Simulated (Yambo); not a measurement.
Material: SiO2 (α-quartz, space group P3_221, No. 154); a = b = 4.9166 Å, c = 5.4316 Å, α = β = 90.00°, γ = 120.00° (9 atoms in the cell). The geometry is that of Materials Project entry mp-6930, symmetrised and not relaxed again.

With LDA (pw.x of Quantum ESPRESSO, ONCV potentials, no spin-orbit coupling), the gap between the mesh's edge points (K → Γ) is 5.757 eV.

Q: By how much does one-shot G0W0 (Yambo; 3×3×4 Γ-centred k mesh, 213 bands and a 8 Ry block in the screening, 213 bands in G with the Bruneval-Gonze terminator, plasmon pole fitted at 27.2 eV) open this gap, and what gap results?

A: The correction is 3.103 eV, giving 8.860 eV, 1.5 times the LDA value.  Nearest settings tried, and what they do to the gap: 80 bands in W, 80 bands in G: +92 meV. Not varied: block, mesh. So the settings aren't converged at that level.
